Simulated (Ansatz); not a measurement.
Y2CI2:
```
CELL_PARAMETERS angstrom
      3.86360     0.00000     0.00000
     -1.93180     3.34598     0.00000
      0.00000     0.00000    10.56860
ATOMIC_POSITIONS crystal
  Y  0.33333 0.66667 0.12385
  Y  0.66667 0.33333 0.87615
  C  0.00000 0.00000 0.00000
  I  0.33333 0.66667 0.67233
  I  0.66667 0.33333 0.32767
```

The program Ansatz at the r²SCAN+D4 level (PAW) gives a gap of 0.81 eV without spin–orbit coupling, maximum at Γ, minimum at M.

Question: What happens when spin–orbit coupling is switched on?

Answer: The gap drops by 0.24 eV, to 0.57 eV; maximum at Γ, minimum at M.

Question: Give the electron effective mass with spin–orbit coupling.

Answer: 0.21, 0.75, 3.2 mₑ (principal values).

Question: Give the hole effective mass with spin–orbit coupling.

Answer: 0.29, 0.29, 2.1 mₑ (principal values).

Space group P-3m1. The workflow started from a Materials Project entry (that database holds measured and hypothetical structures alike); the Crystallography Open Database copy checked does not list it. Whether it is the stable phase at ambient conditions was not checked. The cell was relaxed with r²SCAN+D4 under the symmetry of its start; its stability against distortions is not shown here. No spin polarisation was allowed.

Potentials: the later of the program's two PAW sets.
